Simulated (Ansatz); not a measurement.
Relaxed-ion elastic tensor of Si (diamond, Fd-3m) in GPa (Voigt order), PBEsol in the plane-wave PAW code Ansatz; density 2.33 g/cm³, 20.05 Å³ per atom.

```
 157  62.6  62.6   0.0   0.0   0.0
62.6   157  62.6   0.0   0.0   0.0
62.6  62.6   157   0.0   0.0   0.0
 0.0   0.0   0.0  73.6   0.0   0.0
 0.0   0.0   0.0   0.0  73.6   0.0
 0.0   0.0   0.0   0.0   0.0  73.6
```

Is the crystal mechanically stable?

Yes: the smallest eigenvalue of C is 73.6 GPa.

Work out the Voigt, Reuss and Hill averages.

K_V = 94.0, K_R = 94.0, K_H = 94.0; G_V = 63.0, G_R = 60.1, G_H = 61.6 GPa.

Give Young's modulus, Poisson's ratio, Pugh's ratio and the universal anisotropy index.

E = 9KG/(3K + G) = 152 GPa; ν = 0.23; K/G = 1.53 (brittle by the Pugh limit of 1.75); A_U = 5G_V/G_R + K_V/K_R − 6 = 0.24.

Estimate the sound speeds and the Debye temperature.

v_l = √((K + 4G/3)/ρ) = 8700 m/s, v_t = √(G/ρ) = 5140 m/s, mean 5700 m/s; Θ = (h/k)(3n/4πV)^(1/3) v_m = 625 K.

Give the Zener ratio and Young's modulus along [100], [110] and [111].

A = 2C44/(C11 − C12) = 1.56; 1/E = S11 − 2(S11 − S12 − S44/2)Γ with Γ = 0, 1/4, 1/3 gives 121, 158, 175 GPa.

Solve the Christoffel equation for the three sound speeds along [100], [110], [111].

Eigenvalues of C_ijkl n_j n_l equal ρv². In km/s, slowest first: [100] 5.63, 5.63, 8.21; [110] 4.50, 5.63, 8.88; [111] 4.90, 4.90, 9.09.

The PBEsol relaxation kept the symmetry of its start.

Potentials: the earlier of the program's two PAW sets. The files were generated under PBE; for other functionals the program regenerates the frozen cores, and for LDA and PBEsol the local potential too.
